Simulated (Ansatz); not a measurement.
# Relaxing a structure of Fe

The start is a generated cell, Fe placed in the AFLOW prototype A_cI16_220_c (as in Li). A full variable-cell relaxation at zero pressure is run with PBE (plane waves to 420 eV, PAW, scalar-relativistic; Ansatz, a quantum-chemistry and plane-wave program). The first steps use a coarse 8×8×8 k-mesh.

Starting cell:
```yaml
crystal:
  lattice:
    - [-2.87000, 2.87000, 2.87000]
    - [2.87000, -2.87000, 2.87000]
    - [2.87000, 2.87000, -2.87000]
  atoms:
    - { symbol: Fe, position: [0.40200, 0.40200, 0.40200] }
    - { symbol: Fe, position: [0.50000, 0.00000, 0.09800] }
    - { symbol: Fe, position: [0.00000, 0.09800, 0.50000] }
    - { symbol: Fe, position: [0.09800, 0.50000, 0.00000] }
    - { symbol: Fe, position: [0.90200, 0.90200, 0.90200] }
    - { symbol: Fe, position: [0.50000, 0.00000, 0.59800] }
    - { symbol: Fe, position: [0.00000, 0.59800, 0.50000] }
    - { symbol: Fe, position: [0.59800, 0.50000, 0.00000] }
```
Spin-polarised start, with parallel moments on Fe.

Problem. What is the largest force in the starting geometry, and on which atom (counted from 1)?

Solution. 0.80 eV/Å, on Fe1, Fe2, Fe3, Fe4, Fe5, Fe6, Fe7, Fe8 (atoms numbered as listed).

Problem. Does the structure survive the relaxation? Give the final space group.

Solution. The space group goes from I-43d (No. 220) to Im-3m (No. 229); the end is bcc (W type), with 1 atom in the primitive magnetic cell.

Problem. What does it relax into? Give the structure.

Solution. 
Space group Im-3m (No. 229); a = b = c = 2.8316 Å, α = β = γ = 90.00°

| atom | site | symmetry | x | y | z |
|---|---|---|---|---|---|
| Fe | 2a | m-3m | 0.0000 | 0.0000 | 0.0000 |
(The calculation used a cell of 1 atom; values per cell refer to that cell.)

Final values are on a 23×23×23 k-mesh of the relaxed cell. Spin state reached: ferromagnetic (net 2.17 μB/atom), from parallel starting moments; other spin orders were not run from this start.

The run could not lose the symmetry of its start; a randomly shaken copy of 2 atoms returns to this structure.
